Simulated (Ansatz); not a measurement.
P₂W:
```
P2W
1.0
    4.22849     1.57388     0.00000
   -4.22849     1.57388     0.00000
   -3.63760     0.00000     6.50167
P W
4 2
Direct
  0.13855   0.86145   0.02461
  0.86145   0.13855   0.97539
  0.39874   0.60126   0.60056
  0.60126   0.39874   0.39944
  0.84237   0.15763   0.29381
  0.15763   0.84237   0.70619
```

Relaxed with PBEsol. Special points in fractions of this cell's reciprocal vectors: Γ (0.000, 0.000, 0.000); C (0.295, 0.295, 0.000); C2 (-0.295, 0.705, 0.000); Y2 (-0.500, 0.500, 0.000); M2 (-0.500, 0.500, 0.500); D (-0.270, 0.730, 0.500); D2 (0.270, 0.270, 0.500); A (0.000, 0.000, 0.500); L2 (0.000, 0.500, 0.500); V2 (0.000, 0.500, 0.000).

### Question
List the band energies nearest the Fermi level at these points for PBEsol in the plane-wave PAW code Ansatz.

### Answer
In eV from the Fermi level; about four levels below and three above (degenerate sets whole), none deeper than 8.9 eV; points with the same levels are listed once.

```tsv
k	below	above
Γ	-2.31 -2.18 -1.85 -0.31	0.46 1.13 1.80
C	-2.95 -2.78 -2.34 -0.32	0.08 1.21 1.84
Y2	-1.13 -1.02 -0.43 -0.26	1.54 1.99 2.01
M2	-1.95 -1.91 -0.95 -0.45	0.64 1.16 1.25
D	-3.38 -2.72 -2.30 -0.37	1.03 1.36 2.23
A	-3.01 -1.52 -1.41 -1.03	1.49 1.79 2.11
L2	-3.11 -2.72 -1.79 -0.95	0.72 1.42 2.24
V2	-3.69 -3.53 -2.86 -1.94	0.34 1.65 1.74
```

Space group C2/m. The first step of the workflow began from a Materials Project structure, measured or hypothetical; the Crystallography Open Database files this formula in space group No. 12, but the cells were not matched. Its standing as an ambient phase is unchecked. The cell was relaxed with PBEsol under the symmetry of its start; of distortions, only those at the zone centre were tested. No spin polarisation was allowed. Scalar-relativistic: spin–orbit coupling is off unless named, which matters more the heavier the elements.

Potentials: the earlier of the program's two PAW sets.
